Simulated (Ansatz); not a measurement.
B:
```xyz
4
Lattice="1.4642 -2.6544 0.0000 1.4642 2.6544 0.0000 0.0000 0.0000 3.2563" Properties=species:S:1:pos:R:3 pbc="T T T"
B      1.4642     0.8277     1.9219
B      1.4642    -0.8277     1.3344
B      1.4642    -1.8268     2.9626
B      1.4642     1.8268     0.2937
```

Relaxed with r²SCAN+D4. Special points in fractions of this cell's reciprocal vectors: Γ (0.000, 0.000, 0.000); Y (-0.500, 0.500, 0.000); C0 (-0.326, 0.674, 0.000); Σ0 (0.326, 0.326, 0.000); Z (0.000, 0.000, 0.500); A0 (0.326, 0.326, 0.500); E0 (-0.326, 0.674, 0.500); T (-0.500, 0.500, 0.500); S (0.000, 0.500, 0.000); R (0.000, 0.500, 0.500).

**Question.** List the band energies nearest the Fermi level at these points for plane-wave PAW r²SCAN+D4 (Ansatz code).

**Answer.** In eV from the Fermi level; about four levels below and three above (degenerate sets whole), none deeper than 8.9 eV; points with the same levels are listed once.

```
k                     below                  above
--  -----------------------  ---------------------
Γ   -8.37 -6.35 -4.79 -3.71         0.61 1.00 2.73
Y   -5.62 -3.77 -2.10 -0.43         0.85 4.97 5.11
C0        -5.03 -4.73 -1.50         1.44 2.54 2.99
Z   -1.95 -1.95 -1.62 -1.62    1.06 1.06 6.86 6.86
A0              -8.07 -8.07    7.38 7.38 8.05 8.05
T               -4.04 -4.04    0.91 0.91 9.96 9.96
S   -5.96 -5.96 -4.87 -4.87    1.67 1.67 6.45 6.45
R               -4.58 -4.58  2.17 2.17 11.10 11.10
```

Space group Cmce. The cell is a constructed one: a structure type filled with these elements; neither database checked (COD, Materials Project) lists it. It is not the phase usual at ambient conditions (space group No. 166). The cell was relaxed with r²SCAN+D4 under the symmetry of its start; whether a distortion lowers the energy is not shown.

Potentials: the earlier of the program's two PAW sets.
